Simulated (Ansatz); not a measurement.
FeGe in space group I4/mmm (No. 139; Ge on 2a, Fe on 2b), the program Ansatz at the PBE level (PAW), all energies at zero smearing, with the estimated change up to a 700 eV cutoff added, with one set of potentials and settings (totals compare only within such a set). Cell of 4 atoms (2 Ge, 2 Fe): -17549.481 eV.

```csv
element,reference phase,E (eV/atom)
Ge,"Fd-3m, 2 atoms in the cell",-4294.9847
Fe,"Im-3m, 1 atoms in the cell, spin-polarised",-4480.4888
```

Formation energy per atom, worked out: (-17549.481 − 2×(-4294.9847) − 2×(-4480.4888))/4 = 0.366 eV/atom (35 kJ per mol of atoms), at 0 K, without zero-point energy or fitted corrections.

The cell is a constructed one: a structure type filled with these elements; neither database checked (COD, Materials Project) lists it. COD files the formula under space group No. 198, so this cell is another polymorph or a model. Whether it is the stable phase at ambient conditions was not checked. Symmetry was held in the PBE relaxation, as lowered by the spin order; its stability against distortions is not shown here. Spin order of the final state: antiferromagnetic, chosen from 3 collinear starts compared on coarse meshes (ties went to the first, and starts can fall back to one state), not a proven ground state. The references are the lowest solids computed at this level, not always the standard phases.

Potentials: the later of the program's two PAW sets.
